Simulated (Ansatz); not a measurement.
Input file for Ansatz (a quantum-chemistry and plane-wave program):

Ansatz 0.2 input:
```yaml
crystal:
  lattice:
    - [4.5222163766, 0.0, 0.0]
    - [-2.2611081883, 3.9163542636, 0.0]
    - [0.0, 0.0, 6.3216456869]
  atoms:
    - { symbol: V, position: [0.0, 0.5, 0.3333333333] }
    - { symbol: V, position: [0.5, 0.0, 0.0] }
    - { symbol: V, position: [0.5, 0.5, 0.6666666667] }
    - { symbol: Si, position: [0.8368832386, 0.6737664771, 0.0] }
    - { symbol: Si, position: [0.1631167614, 0.8368832386, 0.6666666667] }
    - { symbol: Si, position: [0.3262335229, 0.1631167614, 0.3333333333] }
    - { symbol: Si, position: [0.1631167614, 0.3262335229, 0.0] }
    - { symbol: Si, position: [0.8368832386, 0.1631167614, 0.6666666667] }
    - { symbol: Si, position: [0.6737664771, 0.8368832386, 0.3333333333] }
kpoints:
  mp_grid: { grid: [18, 18, 12] }
hamiltonian:
  xc: pbesol
  pseudopotentials: { kind: paw }
scf:
  occupations: { method: fermi_dirac, width: 0.1 }
elastic: { mode: relaxed_ion, stencil: two_point, amplitude: 0.005, f_tol: 0.0005 }
```

Output (shortened):

```
Pseudopotential: V, paw, valence charge 13
Pseudopotential: Si, paw, valence charge 4
Functional definition: PBEsol
Crystal: 9 atoms, lattice volume = 111.960 Å³
Basis set: ecut = 420 eV, 2175 PW (Γ), exchange–correlation on 64×64×90 points (8 copies of the dense FFT grid, shifted against one another)
Bands: 41, of which v1, the nominal top of the filled ones, is band 32 counted from 1 (31 counted from 0)
Symmetry: 12 space group operations
Space group: P6422 (ITA 181), of the structure as read, at distance tolerance 4.8e-5 Å
k-points: 259 of 3888 (time reversal used)
SCF 1 converged in 10 iterations: F = -12390.239820 eV  dr2 = 1.28e-14
relax step   1: F+E_penalty+E_count = -12390.23981962 eV  Δ(F+E_penalty+E_count) = +0.000e0 eV  max|allowed force component| = 3.650e-2 eV/Å  Δτ_max = 0.0000 Å  (10 SCF iters, accepted)
Crystal: 9 atoms, lattice volume = 111.960 Å³
SCF 2 converged in 10 iterations: F = -12390.240043 eV  dr2 = 3.19e-15
relax step   2: F+E_penalty+E_count = -12390.24004322 eV  Δ(F+E_penalty+E_count) = -2.236e-4 eV  max|allowed force component| = 1.208e-2 eV/Å  Δτ_max = 0.0015 Å  (10 SCF iters, accepted)
Crystal: 9 atoms, lattice volume = 111.960 Å³
SCF 3 converged in 8 iterations: F = -12390.240071 eV  dr2 = 3.86e-14
relax step   3: F+E_penalty+E_count = -12390.24007082 eV  Δ(F+E_penalty+E_count) = -2.760e-5 eV  max|allowed force component| = 4.845e-5 eV/Å  Δτ_max = 0.0008 Å  (8 SCF iters, accepted)
Crystal: 9 atoms, lattice volume = 111.960 Å³
SCF 4 converged in 13 iterations: F = -12390.240071 eV  dr2 = 0.0
Crystal: 9 atoms, lattice volume = 111.400 Å³
Symmetry: 4 space group operations
k-points: 637 of 3888 (time reversal used)
SCF 5 converged in 11 iterations: F = -12390.236490 eV  dr2 = 5.54e-14
relax step   1: F+E_penalty+E_count = -12390.23648989 eV  Δ(F+E_penalty+E_count) = +0.000e0 eV  max|allowed force component| = 2.018e-2 eV/Å  Δτ_max = 0.0000 Å  (11 SCF iters, accepted)
Crystal: 9 atoms, lattice volume = 111.400 Å³
SCF 6 converged in 9 iterations: F = -12390.236545 eV  dr2 = 2.57e-14
relax step   2: F+E_penalty+E_count = -12390.23654540 eV  Δ(F+E_penalty+E_count) = -5.550e-5 eV  max|allowed force component| = 4.585e-3 eV/Å  Δτ_max = 0.0008 Å  (9 SCF iters, accepted)
Crystal: 9 atoms, lattice volume = 111.400 Å³
SCF 7 converged in 8 iterations: F = -12390.236549 eV  dr2 = 2.10e-14
relax step   3: F+E_penalty+E_count = -12390.23654930 eV  Δ(F+E_penalty+E_count) = -3.901e-6 eV  max|allowed force component| = 6.337e-4 eV/Å  Δτ_max = 0.0004 Å  (8 SCF iters, accepted)
Crystal: 9 atoms, lattice volume = 111.400 Å³
SCF 8 converged in 11 iterations: F = -12390.236549 eV  dr2 = 1.16e-19
relax step   4: F+E_penalty+E_count = -12390.23654939 eV  Δ(F+E_penalty+E_count) = -8.909e-8 eV  max|allowed force component| = 1.037e-4 eV/Å  Δτ_max = 0.0001 Å  (11 SCF iters, accepted)
Crystal: 9 atoms, lattice volume = 111.400 Å³
SCF 9 converged in 14 iterations: F = -12390.236549 eV  dr2 = 0.0
Crystal: 9 atoms, lattice volume = 112.520 Å³
Basis set: ecut = 420 eV, 2191 PW (Γ), exchange–correlation on 64×64×90 points (8 copies of the dense FFT grid, shifted against one another)
SCF 10 converged in 11 iterations: F = -12390.236595 eV  dr2 = 3.28e-14
relax step   1: F+E_penalty+E_count = -12390.23659459 eV  Δ(F+E_penalty+E_count) = +0.000e0 eV  max|allowed force component| = 2.037e-2 eV/Å  Δτ_max = 0.0000 Å  (11 SCF iters, accepted)
Crystal: 9 atoms, lattice volume = 112.520 Å³
SCF 11 converged in 9 iterations: F = -12390.236655 eV  dr2 = 1.75e-14
relax step   2: F+E_penalty+E_count = -12390.23665510 eV  Δ(F+E_penalty+E_count) = -6.052e-5 eV  max|allowed force component| = 9.461e-4 eV/Å  Δτ_max = 0.0011 Å  (9 SCF iters, accepted)
Crystal: 9 atoms, lattice volume = 112.520 Å³
SCF 12 converged in 11 iterations: F = -12390.236655 eV  dr2 = 3.78e-19
relax step   3: F+E_penalty+E_count = -12390.23665537 eV  Δ(F+E_penalty+E_count) = -2.615e-7 eV  max|allowed force component| = 1.369e-4 eV/Å  Δτ_max = 0.0001 Å  (11 SCF iters, accepted)
Crystal: 9 atoms, lattice volume = 112.520 Å³
SCF 13 converged in 14 iterations: F = -12390.236655 eV  dr2 = 0.0
Crystal: 9 atoms, lattice volume = 111.400 Å³
SCF 14 converged in 10 iterations: F = -12390.235036 eV  dr2 = 1.20e-14
relax step   1: F+E_penalty+E_count = -12390.23503564 eV  Δ(F+E_penalty+E_count) = +0.000e0 eV  max|allowed force component| = 6.465e-4 eV/Å  Δτ_max = 0.0000 Å  (10 SCF iters, accepted)
Crystal: 9 atoms, lattice volume = 111.400 Å³
SCF 15 converged in 10 iterations: F = -12390.235036 eV  dr2 = 1.10e-18
relax step   2: F+E_penalty+E_count = -12390.23503572 eV  Δ(F+E_penalty+E_count) = -7.886e-8 eV  max|allowed force component| = 1.977e-6 eV/Å  Δτ_max = 0.0000 Å  (10 SCF iters, accepted)
Crystal: 9 atoms, lattice volume = 111.400 Å³
SCF 16 converged in 13 iterations: F = -12390.235036 eV  dr2 = 0.0
Crystal: 9 atoms, lattice volume = 112.520 Å³
Basis set: ecut = 420 eV, 2187 PW (Γ), exchange–correlation on 64×64×90 points (8 copies of the dense FFT grid, shifted against one another)
SCF 17 converged in 10 iterations: F = -12390.237021 eV  dr2 = 9.25e-15
relax step   1: F+E_penalty+E_count = -12390.23702147 eV  Δ(F+E_penalty+E_count) = +0.000e0 eV  max|allowed force component| = 9.475e-4 eV/Å  Δτ_max = 0.0000 Å  (10 SCF iters, accepted)
Crystal: 9 atoms, lattice volume = 112.520 Å³
SCF 18 converged in 10 iterations: F = -12390.237022 eV  dr2 = 0.0
relax step   2: F+E_penalty+E_count = -12390.23702162 eV  Δ(F+E_penalty+E_count) = -1.527e-7 eV  max|allowed force component| = 3.097e-4 eV/Å  Δτ_max = 0.0000 Å  (10 SCF iters, accepted)
Crystal: 9 atoms, lattice volume = 112.520 Å³
SCF 19 converged in 14 iterations: F = -12390.237022 eV  dr2 = 0.0
Crystal: 9 atoms, lattice volume = 111.959 Å³
Symmetry: 2 space group operations
k-points: 1037 of 3888 (time reversal used)
SCF 20 converged in 10 iterations: F = -12390.238601 eV  dr2 = 7.30e-15
relax step   1: F+E_penalty+E_count = -12390.23860138 eV  Δ(F+E_penalty+E_count) = +0.000e0 eV  max|allowed force component| = 2.812e-2 eV/Å  Δτ_max = 0.0000 Å  (10 SCF iters, accepted)
Crystal: 9 atoms, lattice volume = 111.959 Å³
SCF 21 converged in 8 iterations: F = -12390.238827 eV  dr2 = 3.99e-14
relax step   2: F+E_penalty+E_count = -12390.23882651 eV  Δ(F+E_penalty+E_count) = -2.251e-4 eV  max|allowed force component| = 6.227e-3 eV/Å  Δτ_max = 0.0026 Å  (8 SCF iters, accepted)
Crystal: 9 atoms, lattice volume = 111.959 Å³
SCF 22 converged in 7 iterations: F = -12390.238844 eV  dr2 = 3.85e-14
relax step   3: F+E_penalty+E_count = -12390.23884385 eV  Δ(F+E_penalty+E_count) = -1.734e-5 eV  max|allowed force component| = 2.738e-3 eV/Å  Δτ_max = 0.0007 Å  (7 SCF iters, accepted)
Crystal: 9 atoms, lattice volume = 111.959 Å³
SCF 23 converged in 7 iterations: F = -12390.238846 eV  dr2 = 3.98e-14
relax step   4: F+E_penalty+E_count = -12390.23884603 eV  Δ(F+E_penalty+E_count) = -2.179e-6 eV  max|allowed force component| = 5.703e-5 eV/Å  Δτ_max = 0.0003 Å  (7 SCF iters, accepted)
Crystal: 9 atoms, lattice volume = 111.959 Å³
SCF 24 converged in 13 iterations: F = -12390.238846 eV  dr2 = 0.0
Crystal: 9 atoms, lattice volume = 111.959 Å³
SCF 25 converged in 10 iterations: F = -12390.238601 eV  dr2 = 7.22e-15
relax step   1: F+E_penalty+E_count = -12390.23860138 eV  Δ(F+E_penalty+E_count) = +0.000e0 eV  max|allowed force component| = 2.812e-2 eV/Å  Δτ_max = 0.0000 Å  (10 SCF iters, accepted)
Crystal: 9 atoms, lattice volume = 111.959 Å³
SCF 26 converged in 8 iterations: F = -12390.238827 eV  dr2 = 4.58e-14
relax step   2: F+E_penalty+E_count = -12390.23882651 eV  Δ(F+E_penalty+E_count) = -2.251e-4 eV  max|allowed force component| = 6.227e-3 eV/Å  Δτ_max = 0.0026 Å  (8 SCF iters, accepted)
Crystal: 9 atoms, lattice volume = 111.959 Å³
SCF 27 converged in 7 iterations: F = -12390.238844 eV  dr2 = 3.83e-14
relax step   3: F+E_penalty+E_count = -12390.23884385 eV  Δ(F+E_penalty+E_count) = -1.734e-5 eV  max|allowed force component| = 2.738e-3 eV/Å  Δτ_max = 0.0007 Å  (7 SCF iters, accepted)
Crystal: 9 atoms, lattice volume = 111.959 Å³
SCF 28 converged in 7 iterations: F = -12390.238846 eV  dr2 = 3.97e-14
relax step   4: F+E_penalty+E_count = -12390.23884603 eV  Δ(F+E_penalty+E_count) = -2.179e-6 eV  max|allowed force component| = 5.703e-5 eV/Å  Δτ_max = 0.0003 Å  (7 SCF iters, accepted)
Crystal: 9 atoms, lattice volume = 111.959 Å³
SCF 29 converged in 13 iterations: F = -12390.238846 eV  dr2 = 0.0
SCF converged after 13 iterations
Stability not checked: this state was not tested for a lower state beside it, because too few of the mixer's solves of this state at the end of the SCF gave a …
Free energy (F): -12390.240071 eV
Harris-Foulkes:  -12390.240071 eV  (|F-HF|=3.64e-12)
Internal energy: -12390.085588 eV  (E = F + TS)
E sigma→0 (E₀):  -12390.162829 eV
Entropy (-TS):   -0.154483 eV (-17.165 meV/atom)
Fermi energy:    14.383272 eV
--- Per-component energies (eV) ---
  E_band       = -333.214053
  E_kinetic    = 1281.435825
  E_local      = -3792.846560  (includes V_loc(G=0)·N_el)
  E_nonlocal   = 19.979002
  E_hartree    = 1782.628077
  E_xc         = -732.327559
  E_vxc        = -796.340020  (∫ρ·V_xc dr)
  E_paw        = -6254.674475  (= ΣΔE_a)
  E_vpaw       = -610.699296  (= ΣTr[D̂ρ^β])
  E_aug_tail   = 0.000842  (compensation charges beyond the density's cutoff)
  E_ewald      = -4694.919141
  E_core_change = 0.638401  (= ΣΔE_core)
  E_smearing   = -0.154483  (= −TS)
  E_closure    = 0.000000  (closes the sum)
  Σ components = -12390.240071   (vs F -12390.240071, Δ=0.00e0)
--- Forces (eV/Å), atoms counted from 1 ---
  atom   1  V      0.00000000     0.00000000     0.00000000
  atom   2  V      0.00000000     0.00000000     0.00000000
  atom   3  V      0.00000000     0.00000000     0.00000000
  atom   4  Si     0.00000000    -0.00004847     0.00000000
  atom   5  Si     0.00004198    -0.00002424     0.00000000
  atom   6  Si     0.00004198     0.00002424     0.00000000
  atom   7  Si     0.00000000     0.00004847     0.00000000
  atom   8  Si    -0.00004198     0.00002424     0.00000000
  atom   9  Si    -0.00004198    -0.00002424     0.00000000
  max |Σ_I F_I| component: 1.67e-16 eV/Å
--- Stress (GPa, compression-positive) ---
        0.002158       0.000000       0.000000
        0.000000       0.002158       0.000000
        0.000000       0.000000       0.269057
  P = ⅓ Tr σ = 0.0911 GPa (0.911 kbar)
--- Band table (eV; the first three rows and the last of 259) ---
  k-point 0: bands = ["-49.2409", "-49.2234", "-49.2234", "-23.3327", "-23.3327", "-23.3013", "-23.2476", "-23.2336", "-23.2336", "-23.1865", "-23.1865", "-23.1562", "0.7091", "4.0946", "4.0946", "8.2249", "9.0466", "9.0466", "9.1911", "9.1911", "10.6455", …
  k-point 1: bands = ["-49.2408", "-49.2252", "-49.2218", "-23.3402", "-23.3244", "-23.3006", "-23.2485", "-23.2407", "-23.2271", "-23.1893", "-23.1834", "-23.1565", "0.7351", "3.6037", "4.6059", "8.2459", "8.9887", "9.0815", "9.1422", "9.3119", "10.5217", …
  k-point 2: bands = ["-49.2402", "-49.2272", "-49.2204", "-23.3465", "-23.3153", "-23.2985", "-23.2513", "-23.2483", "-23.2215", "-23.1918", "-23.1801", "-23.1575", "0.8129", "3.1386", "5.1315", "8.3080", "8.9700", "8.9861", "9.2432", "9.4407", "10.0334", …
  k-point 258: bands = ["-49.2348", "-49.2263", "-49.2263", "-23.3365", "-23.3316", "-23.3316", "-23.2349", "-23.2349", "-23.2199", "-23.1834", "-23.1834", "-23.1697", "3.7308", "3.7308", "4.0766", "5.3195", "5.3195", "6.8066", "9.5318", "10.0411", "10.0411", …
--- Elastic constants: 3 strain directions × 2 members + reference (group order 12) ---
  dense FFT box of the reference and of every strained cell: 32×32×45
  strains applied: 11, 33, 23; error gains …
  reference relaxed by the batch: 3 steps …
  largest displacement 2.3e-3 Å; the constants are those of the deck's cell at these positions:
  atoms:
    - { symbol: V, position: [0.0, 0.49999999999999994, 0.3333333333333333] }
    - { symbol: V, position: [0.49999999999999994, 0.0, 0.0] }
    - { symbol: V, position: [0.49999999999999994, 0.49999999999999994, 0.6666666666666666] }
    - { symbol: Si, position: [0.8365903807125049, 0.6731807614250099, 0.0] }
    - { symbol: Si, position: [0.16340961928749498, 0.8365903807125048, 0.6666666666666666] }
    - { symbol: Si, position: [0.32681923857498996, 0.163409619287495, 0.3333333333333333] }
    - { symbol: Si, position: [0.163409619287495, 0.32681923857498996, 0.0] }
    - { symbol: Si, position: [0.8365903807125049, 0.163409619287495, 0.6666666666666666] }
    - { symbol: Si, position: [0.6731807614250099, 0.8365903807125048, 0.3333333333333333] }
  C = ∂σ_k/∂η_j (tension-positive GPa; Voigt order 11 22 33 23 13 12):
       397.266     60.658     78.970      0.000      0.000      0.000
        60.658    397.266     78.970      0.000      0.000      0.000
        79.228     79.228    462.982      0.000      0.000      0.000
         0.000      0.000      0.000    140.254      0.000      0.000
         0.000      0.000      0.000      0.000    140.254      0.000
         0.000      0.000      0.000      0.000      0.000    168.304
  reference stress σ⁰ (GPa):     -0.002     -0.002     -0.269      0.000      0.000      0.000
  moduli (Voigt/Reuss/Hill, GPa): K = 188.36/186.88/187.62   G = 159.01/157.19/158.10   E = 370.29   ν = 0.171
  mechanically stable: yes (min eigenvalue of sym C = 140.25 GPa)
  harmonic check of the ions' relaxations: strain 33: 1 pair too noisy to judge …
  the stresses are not corrected for the forces that the relaxations left standing (`elastic.f_tol`)
  strain η (Voigt 11):  stress-route row diagonal C_11 = 397.27 GPa, energy-path curvature d²(F+E_count+ΔE)/dδ²/Ω₀ = 397.24 GPa
         δ    σ_11 (GPa)             F (eV)   n_scf  n_hpsi   n_pw
    -5.000e-3      -2.0285      -12390.2365494      14  537984   2212   relax 4 steps, max|allowed force component| 1.04e-4 eV/Å
     5.000e-3       1.9441      -12390.2366554      14  537166   2224   relax 3 steps, max|allowed force component| 1.37e-4 eV/Å
  strain η (Voigt 33):  stress-route row diagonal C_33 = 462.98 GPa, energy-path curvature d²(F+E_count+ΔE)/dδ²/Ω₀ = 462.96 GPa
         δ    σ_33 (GPa)             F (eV)   n_scf  n_hpsi   n_pw
    -5.000e-3      -2.6310      -12390.2350357      13  208566   2208   relax 2 steps, max|allowed force component| 1.98e-6 eV/Å
     5.000e-3       1.9988      -12390.2370216      14  217538   2230   relax 2 steps, max|allowed force component| 3.10e-4 eV/Å
  strain η (Voigt 23):  stress-route row diagonal C_44 = 140.25 GPa, energy-path curvature d²(F+E_count+ΔE)/dδ²/Ω₀ = 140.31 GPa
         δ    σ_23 (GPa)             F (eV)   n_scf  n_hpsi   n_pw
    -5.000e-3      -0.7013      -12390.2388460      13  834354   2216   relax 4 steps, max|allowed force component| 5.70e-5 eV/Å
     5.000e-3       0.7013      -12390.2388460      13  834297   2216   relax 4 steps, max|allowed force component| 5.70e-5 eV/Å
```

Cost: roughly 2.8 core-hours on shared cores.

Space group P6_422. The first step of the workflow began from a Materials Project structure, measured or hypothetical; the Crystallography Open Database files this formula in space group No. 181, but the cells were not matched. Its standing as an ambient phase is unchecked. Symmetry was held in the PBEsol relaxation; its stability against distortions is not shown here. The run is not spin-polarised. As this level gives no gap, shear constants depend on the k-mesh and smearing (Fermi–Dirac, 0.1 eV here).

Potentials: the later of the program's two PAW sets.

Ansatz is a plane-wave DFT program.
